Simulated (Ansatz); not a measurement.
Values for one crystal, relaxed and computed with r²SCAN (plane waves, PAW; program Ansatz); other levels are named.

| Property | Result |
|---|---|
| Volume per atom | 13.65 Å³ |
| Band gap | 2.07 eV (smallest direct gap 2.07 eV) |
| Valence-band maximum | on the M–Γ line, 58 % of the way from M |
| Conduction-band minimum | at Γ |

Problem. Which compound is it?
A) NiAs2O4, P4_2/mbc (Ni on 4d, As on 8h, O on 8g, O on 8h)
B) GeAsAu, C2 (Ge on 4c, As on 4c, Au on 4c)
C) LaHO2, P2_1/m (La on 2e, H on 2e, O on 2e, O on 2e)
D) AlGaAs2, R3m (Al on 3a, Ga on 3a, As on 3a, As on 3a)

Solution. A, NiAs2O4, P4_2/mbc (Ni on 4d, As on 8h, O on 8g, O on 8h)

The first step of the workflow began from a Materials Project structure, measured or hypothetical; the Crystallography Open Database files this formula in space group No. 135, but the cells were not matched. Its standing as an ambient phase is unchecked. The cell was relaxed with r²SCAN under the symmetry of its start; its stability against distortions is not shown here. Magnetic state: ferromagnetic, chosen from 3 collinear starts compared on coarse meshes (ties went to the first, and starts can fall back to one state), not a proven ground state. The program gave a warning on the electronic state, which may not be the lowest. No Hubbard U is applied. Scalar-relativistic: spin–orbit coupling is off unless named, which matters more the heavier the elements.

Potentials: the later of the program's two PAW sets.
